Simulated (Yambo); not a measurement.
## How GW settings move the gap: LiBr

G0W0@LDA for LiBr (wurtzite, space group P6_3mc, No. 186) in Yambo. Reference settings: 3×3×2 Γ-centred k mesh, bands 3 to 174 and a 8 Ry block in the screening, 174 bands in G with the Bruneval-Gonze terminator, plasmon pole fitted at 27.2 eV. The LDA gap Γ → Γ on this mesh is 4.82 eV; G0W0 gaps are taken between the same points.

| change from the reference | G0W0 gap Γ → Γ (eV) | shift of the valence edge (eV) | rough Yambo cost |
|---|---|---|---|
| reference settings | 7.49 | -1.68 | 1 |
| 33 bands in W, 33 bands in G | 7.39 | -1.24 | about 1/4 |
| 132 bands in W, 132 bands in G | 7.46 | -1.64 | within a factor of two |
| wavefunctions cut at 10 Ry | 7.46 | -1.62 | about 1/2 |
| exchange cut at 20 Ry | 7.51 | -1.68 | – |
| exchange cut at 5 Ry | 7.34 | -1.22 | – |
| 92 bands in W, 92 bands in G, 2 Ry block | 7.08 | -1.28 | about 1/4 |
| 58 bands in W, 58 bands in G, 2 Ry block | 7.12 | -1.25 | about 1/3 |
| 92 bands in W, 92 bands in G, 6 Ry block | 7.37 | -1.51 | about 1/2 |
| 132 bands in W, 132 bands in G, 5 Ry block | 7.35 | -1.54 | about 1/2 |
| 132 bands in W, 132 bands in G, 3 Ry block | 7.16 | -1.38 | about 1/2 |
| 2 Ry block | 7.07 | -1.29 | within a factor of two |
| 6 Ry block | 7.40 | -1.59 | within a factor of two |
| 3×3×1 mesh | 7.47 | -1.65 | about 1/2 |
| 58 bands in W, 58 bands in G, no terminator | 7.25 | -1.19 | about 1/3 |

The reference isn't shown to be the converged limit. Costs are rough (shared machines), scaled to the same edge states, and given only for runs that recompute the screening.

Spin-orbit splittings are left out.

Geometry relaxed with LDA; primitive cell a = 4.0456 Å, b = 4.0456 Å, c = 6.4821 Å, α = 90.00°, β = 90.00°, γ = 120.00°.

This is not the ordinary phase of the substance; no match was found in the copy of COD used, and its stability was not checked.

A shift is the quasiparticle energy of the state minus its LDA energy.
